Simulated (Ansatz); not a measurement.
This run works on a generated trial structure, not on a known crystal.

Input and command of a plane-wave DFT calculation in Ansatz:

```yaml
crystal:
  lattice:
    - [3.3663669022, 0.0, 0.0]
    - [-1.6831834511, 2.9153592557, 0.0]
    - [0.0, 0.0, 19.8302648734]
  atoms:
    - { symbol: Zr, position: [0.0, 0.0, 0.3137389766] }
    - { symbol: Zr, position: [0.6666666667, 0.3333333333, 0.6993486885] }
    - { symbol: Ge, position: [0.0, 0.0, 0.0047322952] }
    - { symbol: Cl, position: [0.0, 0.0, 0.610379942] }
    - { symbol: Cl, position: [0.6666666667, 0.3333333333, 0.4027020218] }
    - { symbol: Cl, position: [0.6666666667, 0.3333333333, 0.2249630687] }
    - { symbol: Cl, position: [0.0, 0.0, 0.7881360071] }
basis:
  ecutwfc: 420
kpoints:
  mp_grid: { grid: [12, 12, 2] }
hamiltonian:
  xc: pbe
scf:
  occupations: { method: gaussian, width: 0.1 }
output:
  forces: true
  stress: true
  eigenvalues: true
relax:
  adjacent_minimum: "off"
  f_tol: 0.01
  max_steps: 30
  cell: { stress_tol: 0.1, fix: [volume] }
```

```bash
ansatz run input.yaml --threads 1 --pin off --max-ram 2560MiB --backend cpu --events-out ev --progress --plain --runs-dir out
```

Processor: Arm Neoverse V1, 1 thread, on a host shared with other jobs.

Question: Estimate time, memory and problem size.

Answer: About 2.5 min, peak memory 0.55 GiB. It solves 40 bands at 38 k points (after reduction by symmetry) with about 3859 plane waves, in 42 SCF iterations over 5 ionic steps.
